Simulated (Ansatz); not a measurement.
MgB2:
```cif
data_B4Mg2
_chemical_formula_sum 'Mg2 B4'
_space_group_name_H-M_alt 'I4/mmm'
_space_group_IT_number 139
_space_group_name_Hall '-I 4 2'
_cell_length_a 2.65897
_cell_length_b 2.65897
_cell_length_c 8.36477
_cell_angle_alpha 90.000
_cell_angle_beta 90.000
_cell_angle_gamma 90.000
loop_
_atom_site_label
_atom_site_type_symbol
_atom_site_symmetry_multiplicity
_atom_site_Wyckoff_symbol
_atom_site_fract_x
_atom_site_fract_y
_atom_site_fract_z
_atom_site_occupancy
Mg1 Mg 2 a 0.00000 0.00000 0.00000 1
B1 B 4 e 0.00000 0.00000 0.28389 1
```
(The calculation used a cell of 3 atoms; values per cell refer to that cell.)

This is the PBEsol-relaxed structure.

**Question.** All from the program Ansatz at the PBEsol level (PAW), unless another level is named. Estimate the electronic character.

**Answer.** metallic (no gap).

**Question.** What about the formation energy from the elements (no fitted shifts)?

**Answer.** 0.92 eV/atom.

**Question.** Predict the density of states at the Fermi level.

**Answer.** 0.30 states/eV per atom (mean over ±0.08 eV).

A made-up cell: these elements were put on the sites of a structure type; neither database checked (COD, Materials Project) lists it. It is not the phase usual at ambient conditions (space group No. 191). Symmetry was held in the PBEsol relaxation. At this level the phase is dynamically unstable (imaginary phonons). The references are the lowest solids computed at this level, not always the standard phases.

Potentials: the later of the program's two PAW sets.
